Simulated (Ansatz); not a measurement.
As2Ru:
```yaml
crystal:
  lattice:
    - [5.43315, 0.00000, 0.00000]
    - [0.00000, 6.20099, 0.00000]
    - [0.00000, 0.00000, 3.00094]
  atoms:
    - { symbol: As, position: [0.32921, 0.86678, 0.50000] }
    - { symbol: As, position: [0.67079, 0.13322, 0.50000] }
    - { symbol: As, position: [0.82921, 0.63322, 0.00000] }
    - { symbol: As, position: [0.17079, 0.36678, 0.00000] }
    - { symbol: Ru, position: [0.50000, 0.50000, 0.50000] }
    - { symbol: Ru, position: [0.00000, 0.00000, 0.00000] }
```

Relaxed with r²SCAN. Special points in fractions of this cell's reciprocal vectors: Γ (0.000, 0.000, 0.000); X (0.500, 0.000, 0.000); S (0.500, 0.500, 0.000); Y (0.000, 0.500, 0.000); Z (0.000, 0.000, 0.500); U (0.500, 0.000, 0.500); R (0.500, 0.500, 0.500); T (0.000, 0.500, 0.500).

**Question.** List the band energies nearest the valence-band maximum at these points for plane-wave PAW r²SCAN (Ansatz code).

**Answer.** In eV from the valence-band maximum; about four levels below and three above (degenerate sets whole), none deeper than 8.9 eV; points with the same levels are listed once.

| k | below | above |
|---|---|---|
| Γ | -1.08 -0.51 -0.48 -0.39 | 2.08 2.91 3.88 |
| X | -0.85 -0.85 -0.57 -0.57 | 3.83 3.83 4.30 4.30 |
| S | -0.59 -0.59 -0.44 -0.44 | 2.28 2.28 4.45 4.45 |
| Y | -0.63 -0.63 -0.37 -0.37 | 3.26 3.26 3.30 3.30 |
| Z | -1.13 -1.13 -0.62 -0.62 | 1.28 1.28 2.94 2.94 |
| U | -1.67 -1.67 -1.00 -1.00 | 1.85 1.85 2.99 2.99 |
| R | -1.45 -1.45 -0.12 -0.12 | 1.41 1.41 3.20 3.20 |
| T | -1.66 -1.66 -0.11 -0.11 | 1.31 1.31 1.55 1.55 |

Space group Pnnm. The workflow started from a Materials Project entry (that database holds measured and hypothetical structures alike); the Crystallography Open Database files this formula in space group No. 58, but the cells were not matched. Its standing as an ambient phase is unchecked. The cell was relaxed with r²SCAN under the symmetry of its start; its stability against distortions is not shown here. The run is not spin-polarised. Scalar-relativistic: spin–orbit coupling is off unless named, which matters more the heavier the elements.

Potentials: the earlier of the program's two PAW sets.
